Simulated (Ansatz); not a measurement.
SnGe3Te4 (Pm) at 3 levels of theory

One geometry, relaxed with PBE; plane waves with PAW potentials in Ansatz, scalar-relativistic. No spin polarisation. Gaps are the least over mesh and band path; pressure is positive in compression.

```
Sn Ge Te
1.0
     7.46399    0.00000   -0.00438
     0.00000    4.29586    0.00000
    -2.46320    0.00000    7.37676
Sn Ge Te
1 3 4
Direct
  0.00510 0.00000 0.01200
  0.01051 0.50000 0.52672
  0.50647 0.00000 0.51525
  0.50954 0.50000 0.03387
  0.73553 0.50000 0.71586
  0.73332 0.00000 0.23446
  0.24321 0.00000 0.72114
  0.25633 0.50000 0.24068
```

| level | cutoff (eV) | k mesh | gap (eV) | pressure (GPa) |
| --- | --- | --- | --- | --- |
| PBE | 420 | 6×8×6 | 0.38 | 0.0 |
| r2SCAN | 500 | 6×8×6 | 0.48 | -0.9 |
| LDA | 420 | 6×8×6 | 0.37 | -3.7 |

Spin-orbit coupling matters for the bands of heavy elements and is left out.

The cell was found from a structure generator's guess, not taken from experiment.
